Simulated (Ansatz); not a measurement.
Zn3GaNO3:
```
CELL_PARAMETERS angstrom
      3.25982     0.00000     0.00000
     -1.62991     2.82309     0.00000
      0.00000     0.00000    10.34594
ATOMIC_POSITIONS crystal
  Ga 0.33333 0.66667 0.01242
  N  0.33333 0.66667 0.18792
  Zn 0.66667 0.33333 0.24575
  O  0.66667 0.33333 0.44605
  Zn 0.33333 0.66667 0.49115
  O  0.33333 0.66667 0.69202
  Zn 0.66667 0.33333 0.73561
  O  0.66667 0.33333 0.93878
```

Relaxed with r²SCAN.

Task: Map the electron localisation function on the plane through (0.333, 0.667, 0.012) spanned by u = [0, 0, 1] and v = [1, -1, 0] in lattice vectors, from the program Ansatz at the r²SCAN level (PAW).

Result: x is the fraction of u, y of v (the angle between them is 90°; rows are the nearest grid lines); atoms in the plane: Ga at (0.00, 0.00), N at (0.18, 0.00), Zn at (0.23, 0.33), O at (0.43, 0.33), Zn at (0.48, 0.00), O at (0.68, 0.00), Zn at (0.72, 0.33), O at (0.93, 0.33).
```
y \ x   0.000  0.100  0.175  0.275  0.375  0.450  0.550  0.625  0.725  0.825  0.900   1.00
------  -----  -----  -----  -----  -----  -----  -----  -----  -----  -----  -----  -----
1.00    0.986  0.719  0.035  0.546  0.141  0.000  0.104  0.832  0.772  0.050  0.141  0.986
0.929   0.034  0.670  0.636  0.483  0.108  0.021  0.128  0.805  0.809  0.042  0.122  0.034
0.857   0.213  0.519  0.773  0.279  0.067  0.139  0.117  0.563  0.630  0.030  0.092  0.213
0.786   0.132  0.216  0.365  0.103  0.034  0.088  0.074  0.148  0.188  0.022  0.047  0.132
0.679   0.038  0.027  0.029  0.030  0.012  0.023  0.018  0.013  0.027  0.014  0.017  0.038
0.607   0.054  0.034  0.048  0.050  0.025  0.049  0.025  0.020  0.047  0.021  0.038  0.054
0.536   0.133  0.051  0.105  0.131  0.181  0.327  0.048  0.044  0.118  0.062  0.301  0.133
0.464   0.420  0.068  0.141  0.164  0.592  0.763  0.100  0.081  0.121  0.121  0.734  0.420
0.393   0.701  0.079  0.104  0.036  0.810  0.697  0.192  0.130  0.001  0.156  0.762  0.701
0.321   0.751  0.083  0.065  0.009  0.834  0.401  0.227  0.155  0.000  0.168  0.627  0.751
0.214   0.393  0.186  0.161  0.131  0.655  0.798  0.100  0.112  0.077  0.123  0.794  0.393
0.143   0.179  0.513  0.752  0.164  0.188  0.138  0.094  0.543  0.369  0.057  0.385  0.179
0.0714  0.032  0.672  0.666  0.468  0.104  0.020  0.124  0.809  0.817  0.042  0.128  0.032
0.000   0.986  0.719  0.035  0.546  0.141  0.000  0.104  0.832  0.772  0.050  0.141  0.986
```

The density is the valence pseudo-density with augmentation charge, so density and ELF within about 1 Å of a nucleus are not all-electron values.

Space group P3m1. The start of the workflow was typed in or built on a structure type; neither database checked (COD, Materials Project) lists it. Its standing as an ambient phase is unchecked. Symmetry was held in the r²SCAN relaxation; whether a distortion lowers the energy is not shown.

Potentials: the earlier of the program's two PAW sets.
